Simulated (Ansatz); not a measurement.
**Band table of AlSn**

```xyz
2
Lattice="4.1981 0.0000 0.0000 -2.0991 3.6357 0.0000 0.0000 0.0000 3.3068" Properties=species:S:1:pos:R:3 pbc="T T T"
Al    0.0000    0.0000    0.0000
Sn    0.0000    2.4238    1.6534
```

The base volume is that of a database entry, so it needn't be at zero pressure; the structure needn't be the stable phase, at rest or compressed.

All numbers are PBEsol results (scalar-relativistic) from Ansatz 0.2.0, with a Γ-centred 10×10×11 k mesh, Fermi–Dirac smearing of 0.05 eV, no spin polarisation. Methods: LAPW: all electrons, basis error target 1 meV/atom.

Spin–orbit coupling is left out, which matters for the heavy atoms.

Path points, in fractions of the reciprocal vectors: Γ (0.000, 0.000, 0.000), M (0.500, 0.000, 0.000), K (0.333, 0.333, 0.000), A (0.000, 0.000, 0.500), L (0.500, 0.000, 0.500), H (0.333, 0.333, 0.500). Levels in eV from the Fermi level; bands 9 to 19, counted from the lowest band of the run. The gap is zero, the pressure -2.00 GPa.

```
# k(1/Å) point b9 b10 b11 b12 b13 b14 b15 b16 b17 b18 b19
0.000 Γ -21.28 -21.17 -21.17 -21.16 -21.16 -10.44 -0.19 -0.19 0.71 2.62 3.16
0.123 - -21.28 -21.17 -21.17 -21.16 -21.16 -10.38 -1.02 -0.33 1.39 2.67 3.08
0.247 - -21.28 -21.17 -21.17 -21.16 -21.16 -10.23 -2.18 -0.65 1.71 2.83 3.49
0.370 - -21.28 -21.17 -21.16 -21.16 -21.16 -9.97 -3.31 -1.01 1.43 3.09 4.52
0.494 - -21.28 -21.17 -21.16 -21.16 -21.16 -9.62 -4.36 -1.34 1.08 3.44 5.58
0.617 - -21.28 -21.17 -21.16 -21.16 -21.15 -9.21 -5.28 -1.59 0.81 3.85 6.32
0.741 - -21.28 -21.17 -21.16 -21.16 -21.15 -8.81 -6.00 -1.75 0.65 4.24 6.80
0.864 M -21.28 -21.17 -21.16 -21.16 -21.15 -8.62 -6.29 -1.80 0.59 4.44 6.52
0.935 - -21.28 -21.17 -21.16 -21.16 -21.15 -8.60 -6.29 -1.99 0.84 4.46 6.51
1.007 - -21.28 -21.17 -21.16 -21.16 -21.15 -8.56 -6.27 -2.42 1.42 4.51 6.48
1.078 - -21.28 -21.17 -21.16 -21.16 -21.15 -8.49 -6.25 -2.89 2.17 4.59 6.42
1.149 - -21.28 -21.17 -21.16 -21.16 -21.15 -8.41 -6.23 -3.32 3.00 4.71 6.33
1.220 - -21.27 -21.16 -21.16 -21.16 -21.15 -8.32 -6.24 -3.66 3.89 4.84 6.22
1.292 - -21.27 -21.16 -21.16 -21.16 -21.16 -8.24 -6.26 -3.87 4.81 4.97 6.10
1.363 K -21.27 -21.16 -21.16 -21.16 -21.16 -8.20 -6.28 -3.94 5.03 5.50 5.82
1.506 - -21.27 -21.16 -21.16 -21.16 -21.15 -8.39 -6.11 -3.72 4.75 4.76 4.99
1.648 - -21.28 -21.17 -21.16 -21.16 -21.15 -8.85 -5.55 -3.19 3.97 4.20 4.23
1.791 - -21.28 -21.17 -21.16 -21.16 -21.16 -9.36 -4.71 -2.48 3.29 3.59 3.70
1.933 - -21.28 -21.17 -21.16 -21.16 -21.16 -9.82 -3.67 -1.70 2.72 3.16 3.24
2.076 - -21.28 -21.17 -21.16 -21.16 -21.16 -10.16 -2.48 -0.94 2.22 2.90 2.95
2.218 - -21.28 -21.17 -21.17 -21.16 -21.16 -10.37 -1.19 -0.39 1.53 2.69 3.02
2.361 Γ -21.28 -21.17 -21.17 -21.16 -21.16 -10.44 -0.19 -0.19 0.71 2.62 3.16
2.496 - -21.28 -21.17 -21.17 -21.16 -21.16 -10.36 -0.11 -0.11 0.68 1.79 3.22
2.632 - -21.25 -21.17 -21.17 -21.17 -21.17 -10.15 -0.12 0.11 0.11 1.24 3.38
2.768 - -21.21 -21.18 -21.18 -21.17 -21.17 -9.79 -1.59 0.48 0.48 1.46 3.65
2.904 - -21.20 -21.20 -21.17 -21.16 -21.16 -9.29 -3.04 0.98 0.98 1.88 3.97
3.039 - -21.21 -21.21 -21.16 -21.16 -21.14 -8.66 -4.38 1.59 1.59 2.45 4.20
3.175 - -21.22 -21.22 -21.16 -21.16 -21.11 -7.93 -5.53 2.27 2.27 3.13 4.00
3.311 A -21.22 -21.22 -21.16 -21.16 -21.10 -7.42 -6.18 2.73 2.73 3.64 3.64
3.434 - -21.22 -21.22 -21.16 -21.16 -21.10 -7.37 -6.13 1.99 2.62 2.84 3.54
3.558 - -21.22 -21.22 -21.16 -21.16 -21.10 -7.22 -5.96 0.87 1.76 2.33 3.30
3.681 - -21.23 -21.22 -21.16 -21.15 -21.10 -6.98 -5.69 -0.25 0.69 1.99 3.03
3.805 - -21.23 -21.22 -21.16 -21.15 -21.10 -6.65 -5.32 -1.28 -0.32 1.67 2.78
3.928 - -21.23 -21.22 -21.16 -21.15 -21.09 -6.27 -4.87 -2.19 -1.24 1.42 2.59
4.051 - -21.23 -21.22 -21.16 -21.14 -21.09 -5.90 -4.43 -2.86 -1.97 1.26 2.47
4.175 L -21.23 -21.22 -21.16 -21.14 -21.09 -5.74 -4.20 -3.14 -2.29 1.21 2.43
4.246 - -21.23 -21.22 -21.16 -21.14 -21.09 -5.72 -4.18 -3.13 -2.29 1.04 2.16
4.317 - -21.23 -21.22 -21.16 -21.14 -21.09 -5.69 -4.13 -3.11 -2.30 0.64 1.67
4.389 - -21.23 -21.22 -21.16 -21.14 -21.09 -5.63 -4.04 -3.08 -2.31 0.18 1.18
4.460 - -21.23 -21.23 -21.16 -21.15 -21.09 -5.56 -3.92 -3.05 -2.34 -0.24 0.77
4.531 - -21.23 -21.23 -21.16 -21.15 -21.09 -5.48 -3.79 -3.04 -2.40 -0.58 0.45
4.603 - -21.23 -21.23 -21.15 -21.15 -21.09 -5.41 -3.66 -3.04 -2.49 -0.79 0.26
4.674 H -21.23 -21.23 -21.15 -21.15 -21.09 -5.38 -3.60 -3.05 -2.54 -0.86 0.20
4.816 - -21.23 -21.23 -21.16 -21.15 -21.09 -5.53 -3.89 -2.92 -2.25 -0.64 0.40
4.959 - -21.23 -21.23 -21.16 -21.15 -21.09 -5.93 -4.47 -2.42 -1.56 -0.10 0.88
5.101 - -21.23 -21.22 -21.16 -21.15 -21.10 -6.41 -5.04 -1.62 -0.68 0.60 1.54
5.244 - -21.23 -21.22 -21.16 -21.15 -21.10 -6.83 -5.53 -0.61 0.34 1.36 2.29
5.386 - -21.22 -21.22 -21.16 -21.16 -21.10 -7.16 -5.89 0.57 1.48 2.08 3.00
5.529 - -21.22 -21.22 -21.16 -21.16 -21.10 -7.36 -6.11 1.83 2.57 2.68 3.49
5.672 A -21.22 -21.22 -21.16 -21.16 -21.10 -7.42 -6.18 2.73 2.73 3.64 3.64
```
